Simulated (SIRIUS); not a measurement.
A self-consistent single point of Hf2Ge (I4/mcm, 12 atoms in the cell; from Materials Project mp-9939, changed as shown).

```
Hf2Ge
1.0
    6.44894     0.00000     0.00000
    0.00000     6.44894     0.00000
    0.00000     0.00000     5.18709
Hf Ge
8 4
Direct
  0.15576   0.34424   0.50000
  0.84424   0.65576   0.50000
  0.15576   0.65576   0.00000
  0.84424   0.34424   0.00000
  0.65576   0.84424   0.00000
  0.34424   0.15576   0.00000
  0.65576   0.15576   0.50000
  0.34424   0.84424   0.50000
  0.00000   0.00000   0.75000
  0.00000   0.00000   0.25000
  0.50000   0.50000   0.25000
  0.50000   0.50000   0.75000
```

All values come from this method and carry its errors: LDA (PW92), GBRV LDA ultrasoft pseudopotentials (plane waves; SIRIUS).

SIRIUS settings:

parameters.ngridk: 4 4 4
parameters.xc_functionals: [XC_LDA_X, XC_LDA_C_PW]
parameters.gk_cutoff: 6.325 1/bohr
parameters.pw_cutoff: 14.143 1/bohr
parameters.smearing: fermi_dirac
parameters.smearing_width: 0.00183747 Ha
potentials: GBRV LDA ultrasoft pseudopotentials
parameters.electronic_structure_method: pseudopotential
parameters.num_bands: 91
parameters.num_mag_dims: 0
parameters.num_dft_iter: 100
parameters.energy_tol: 1e-07 Ha
parameters.density_tol: 1e-06
mixer.type: anderson
mixer.beta: 0.5
mixer.use_hartree: false

Results:

```
Item                                                      Result
------------------------------------------------  --------------
Number of valence electrons                                  152
Number of bands                                               91
Number of k-points after the program's reduction              18
Number of plane waves (most at a k-point)                   6260
Number of SCF iterations                                      31
FFT grid                                            60 × 60 × 48
Free energy E − TS                                -28868.9191 eV
Fermi level (on the code's own zero)                    15.60 eV
Pressure                                                1.75 GPa
Largest force (vector length)                         0.062 eV/Å
```

Forces (eV/Å):
```tsv
atom	Fx	Fy	Fz
Hf1	-0.044	0.044	0.000
Hf2	0.044	-0.044	0.000
Hf3	-0.044	-0.044	0.000
Hf4	0.044	0.044	0.000
Hf5	-0.044	0.044	0.000
Hf6	0.044	-0.044	0.000
Hf7	-0.044	-0.044	0.000
Hf8	0.044	0.044	0.000
Ge9	0.000	0.000	0.000
Ge10	0.000	0.000	0.000
Ge11	0.000	0.000	0.000
Ge12	0.000	0.000	0.000
```

Stress (GPa, positive for compression):
```
1.33  0.00  0.00
0.00  1.33  0.00
0.00  0.00  2.58
```

For comparison: a first run was changed to give this one (lattice scaled by 0.98), and from it to this one the free energy goes down by 14.9 meV/atom, the pressure goes from -6.88 to 1.75 GPa and the largest force goes from 0.010 to 0.062 eV/Å.

The structure comes from a collection of computed structures, made at another level of theory; the collection holds predicted forms beside known ones. No clean gap shows at this smearing width and mesh (spacing up to 0.30 Å⁻¹); the mesh is coarse for partly filled bands, so the values carry mesh errors.

Cost on one core: about 7 core-minutes (a rough figure).
